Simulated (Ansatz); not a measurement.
**Eigenvalues along a path: O (fcc type)**

```yaml
crystal:
  lattice:
    - [0.00000, 1.53313, 1.53313]
    - [1.53313, 0.00000, 1.53313]
    - [1.53313, 1.53313, 0.00000]
  atoms:
    - { symbol: O, position: [0.00000, 0.00000, 0.00000] }
```

The cell comes from a relaxation on PAW files under the same functional, begun from a prototype that needn't be the stable phase.

Computed with Ansatz 0.2.0; functional LDA, scalar-relativistic. Settings: a Γ-centred 18×18×18 k mesh, Fermi–Dirac smearing of 0.08 eV, no spin polarisation. Methods: LAPW: all electrons, basis error target 1 meV/atom.

Path points, in fractions of the reciprocal vectors: Γ (0.000, 0.000, 0.000), X (0.500, 0.000, 0.500), U (0.625, 0.250, 0.625), K (0.375, 0.375, 0.750), L (0.500, 0.500, 0.500), W (0.500, 0.250, 0.750). The distance column jumps between branches of the path. Levels in eV from the Fermi level; bands 1 to 4, counted from the lowest band of the run. The gap is zero, the pressure 0.07 GPa.

```
# k(1/Å) point b1 b2 b3 b4
0.000 Γ -22.05 2.16 2.16 2.16
0.293 - -21.82 1.77 1.99 1.99
0.585 - -21.16 0.72 1.52 1.52
0.878 - -20.10 -0.76 0.89 0.89
1.171 - -18.70 -2.50 0.22 0.22
1.464 - -17.13 -4.30 -0.35 -0.35
1.756 - -15.70 -5.85 -0.73 -0.73
2.049 X -15.06 -6.53 -0.86 -0.86
2.153 - -15.06 -6.50 -0.95 -0.85
2.256 - -15.05 -6.42 -1.22 -0.80
2.360 - -15.03 -6.29 -1.62 -0.73
2.463 - -15.02 -6.11 -2.13 -0.63
2.567 - -15.02 -5.87 -2.69 -0.50
2.670 - -15.04 -5.59 -3.26 -0.35
2.774 U -15.10 -5.27 -3.80 -0.19
4.028 K -15.10 -5.27 -3.80 -0.19
4.339 - -15.66 -4.84 -4.05 0.40
4.649 - -16.86 -4.70 -2.59 1.00
4.960 - -18.40 -3.55 -1.07 1.52
5.270 - -19.88 -1.82 0.31 1.87
5.581 - -21.06 0.05 1.34 2.06
5.891 - -21.80 1.56 1.96 2.14
6.202 Γ -22.05 2.16 2.16 2.16
6.455 - -21.88 1.71 2.11 2.11
6.709 - -21.38 0.46 1.97 1.97
6.962 - -20.58 -1.34 1.78 1.78
7.216 - -19.53 -3.42 1.58 1.58
7.469 - -18.35 -5.47 1.40 1.40
7.723 - -17.30 -7.10 1.28 1.28
7.976 L -16.84 -7.76 1.24 1.24
8.183 - -16.76 -7.66 0.95 1.17
8.390 - -16.54 -7.34 0.17 0.95
8.597 - -16.19 -6.82 -0.92 0.56
8.804 - -15.77 -6.14 -2.09 0.00
9.011 - -15.34 -5.34 -3.14 -0.71
9.218 - -15.01 -4.55 -3.87 -1.45
9.425 W -14.88 -4.14 -4.14 -1.85
9.572 - -14.89 -4.73 -3.51 -1.80
9.718 - -14.91 -5.25 -2.87 -1.67
9.865 - -14.95 -5.70 -2.25 -1.48
10.011 - -14.99 -6.05 -1.70 -1.26
10.157 - -15.03 -6.32 -1.25 -1.06
10.304 - -15.05 -6.47 -0.96 -0.91
10.450 X -15.06 -6.53 -0.86 -0.86
```
